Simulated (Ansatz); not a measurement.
VBiO4:
```
VBiO4
1.0
    3.86613     2.74281     0.00000
   -3.86613     2.74281     0.00000
   -2.92998     0.00000     4.37135
V Bi O
1 1 4
Cartesian
  0.00000   1.98290   0.00000
 -1.46499   5.09529   2.18568
 -2.88471   1.04756   2.90492
  1.36563   2.95629   0.18913
 -4.29561   2.95629   4.18222
 -0.04526   1.04756   1.46643
```

Relaxed with r²SCAN. Independent-particle spectrum: no excitons, no local fields, no scissors shift; 0.1 eV broadening; ε₁ of the summed bands alone.

Task: Tabulate the dielectric function from r²SCAN (plane waves, PAW; program Ansatz).

Result: 

| E (eV) | ε₁ xx | ε₂ xx | ε₁ yy | ε₂ yy | ε₁ zz | ε₂ zz |
|---|---|---|---|---|---|---|
| 0.0 | 5.19 | 0.00 | 4.48 | 0.00 | 4.95 | 0.00 |
| 0.3 | 5.20 | 0.00 | 4.49 | 0.00 | 4.95 | 0.00 |
| 0.6 | 5.23 | 0.00 | 4.51 | 0.00 | 4.98 | 0.00 |
| 0.9 | 5.29 | 0.00 | 4.55 | 0.00 | 5.03 | 0.00 |
| 1.2 | 5.37 | 0.00 | 4.61 | 0.00 | 5.11 | 0.00 |
| 1.5 | 5.48 | 0.00 | 4.69 | 0.00 | 5.21 | 0.00 |
| 1.8 | 5.63 | 0.00 | 4.80 | 0.00 | 5.34 | 0.00 |
| 2.1 | 5.83 | 0.00 | 4.94 | 0.00 | 5.52 | 0.00 |
| 2.4 | 6.10 | 0.00 | 5.12 | 0.00 | 5.75 | 0.00 |
| 2.7 | 6.48 | 0.00 | 5.36 | 0.00 | 6.07 | 0.00 |
| 3.0 | 7.05 | 0.00 | 5.69 | 0.00 | 6.53 | 0.00 |
| 3.3 | 8.16 | 0.22 | 6.21 | 0.01 | 7.33 | 0.07 |
| 3.6 | 9.71 | 1.27 | 7.19 | 0.16 | 8.67 | 0.53 |
| 3.9 | 9.79 | 4.83 | 8.46 | 1.15 | 9.77 | 3.08 |
| 4.2 | 7.23 | 6.37 | 8.46 | 5.46 | 8.19 | 5.75 |
| 4.5 | 5.49 | 5.07 | 5.46 | 4.62 | 6.37 | 5.30 |
| 4.8 | 6.19 | 4.42 | 5.45 | 4.48 | 5.82 | 4.99 |
| 5.1 | 5.60 | 5.01 | 4.82 | 4.09 | 6.40 | 5.16 |
| 5.4 | 6.04 | 4.83 | 4.85 | 3.63 | 5.53 | 6.37 |
| 5.7 | 6.62 | 6.14 | 5.57 | 4.11 | 4.80 | 6.22 |
| 6.0 | 5.54 | 7.30 | 5.65 | 5.78 | 4.51 | 6.77 |
| 6.3 | 4.44 | 8.15 | 4.06 | 5.98 | 3.52 | 7.14 |
| 6.6 | 2.41 | 9.56 | 4.44 | 6.63 | 2.04 | 8.29 |
| 6.9 | 1.17 | 8.31 | 2.92 | 7.37 | 0.88 | 6.45 |
| 7.2 | -0.05 | 7.74 | 1.58 | 6.63 | 0.94 | 6.63 |
| 7.5 | -0.91 | 6.74 | 0.66 | 6.70 | -0.20 | 6.39 |
| 7.8 | -0.78 | 6.03 | 0.19 | 6.02 | -0.38 | 6.01 |
| 8.1 | -1.42 | 6.13 | -1.07 | 6.63 | -1.50 | 5.68 |
| 8.4 | -3.27 | 5.89 | -2.78 | 4.22 | -2.28 | 4.48 |
| 8.7 | -3.23 | 3.05 | -1.23 | 3.27 | -1.82 | 3.42 |
| 9.0 | -2.25 | 2.30 | -1.35 | 2.73 | -1.70 | 3.02 |
| 9.3 | -1.91 | 1.86 | -1.30 | 2.52 | -2.11 | 2.46 |
| 9.6 | -1.27 | 1.54 | -0.94 | 2.10 | -1.12 | 2.01 |
| 9.9 | -0.95 | 1.71 | -1.20 | 1.75 | -1.49 | 1.75 |
| 10.2 | -0.85 | 1.35 | -0.64 | 1.13 | -1.06 | 1.01 |
| 10.5 | -0.61 | 1.35 | -0.35 | 1.20 | -0.65 | 0.91 |
| 10.8 | -0.61 | 1.15 | -0.19 | 1.12 | -0.36 | 0.84 |
| 11.1 | -0.41 | 0.96 | -0.10 | 0.77 | -0.12 | 0.76 |
| 11.4 | -0.27 | 0.91 | 0.39 | 0.80 | 0.12 | 0.71 |
| 11.7 | -0.04 | 0.61 | 0.51 | 0.90 | 0.30 | 0.72 |
| 12.0 | 0.39 | 0.61 | 0.77 | 0.95 | 0.62 | 0.70 |

Task: From ε at 3.5 eV (xx: 9.05 + 0.75i), find n, k, the normal reflectivity and the absorption coefficient.

Result: n = 3.01, k = 0.125, R = 25 %, α = 2kE/ħc = 44000 cm⁻¹.

With all bands, ε∞ without local fields is 5.39 (xx), 4.70 (yy), 5.15 (zz). DFPT, with local fields, gives 4.81 (xx), 4.03 (yy), 4.75 (zz).

Space group C2. The first step of the workflow began from a Materials Project structure, measured or hypothetical; the Crystallography Open Database copy checked does not list it. It is not the phase usual at ambient conditions (space group No. 88). The cell was relaxed with r²SCAN under the symmetry of its start; of distortions, only those at the zone centre were tested. The run is not spin-polarised. No Hubbard U is applied. Spin–orbit coupling is left out wherever it is not named.

Potentials: the later of the program's two PAW sets.
